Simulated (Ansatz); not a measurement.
Relaxed candidate structures of ZrRh:

A. Amm2 (No. 38), oS8; a = 2.942 Å, b = 6.753 Å, c = 7.503 Å, α = β = γ = 90.00°; Rh 4e (0.500, 0.212, 0.256); Zr 2b (0.500, 0.500, 0.042); Zr 2a (0.000, 0.000, 0.970)

B. P2₁3 (No. 198), cP8, AFLOW prototype AB_cP8_198_a_a (B20, as in FeSi); a = b = c = 5.3142 Å, α = β = γ = 90.00°; Zr 4a (0.175, 0.175, 0.175); Rh 4a (0.818, 0.818, 0.818)

C. Fm-3m (No. 225), cF8, rock salt type; a = b = c = 5.386 Å, α = β = γ = 90.00°; Rh 4b (0.500, 0.500, 0.500); Zr 4a (0.000, 0.000, 0.000)

D. Imma (No. 74), oI16; a = 3.450 Å, b = 4.132 Å, c = 20.871 Å, α = 90.00°, β = 90.00°, γ = 90.00°; Rh 4e (0.000, 0.250, 0.201); Rh 4e (0.000, 0.250, 0.547); Zr 4e (0.000, 0.250, 0.071); Zr 4e (0.000, 0.250, 0.676)

Problem. Order them by energy per atom (lowest first) at the level PBE (plane waves to 420 eV, PAW, scalar-relativistic; Ansatz, a first-principles code).

Solution. D (reference), B (+0.09 eV/atom), C (+0.24 eV/atom), A (+0.27 eV/atom)

The lowest structure calculated, Pbam, oP8, is not among these; it lies 0.03 eV/atom below the lowest of them. Probably no minimum, since a slightly shaken restart fell lower: Amm2, oS8 (by 0.30 eV/atom, to Pbam). Each run could gain symmetry but not lose that of its start, so entries can be saddle points. All of these are generated cells (placed on structure types, drawn at random, substituted or restacked) that were not matched to a known phase here. The real structure of this composition may not be among these. Energies are at zero temperature and pressure, without zero-point motion. Each cell has its own k-point mesh; energy differences are given only to the digits this allows. No spin polarisation in the result.
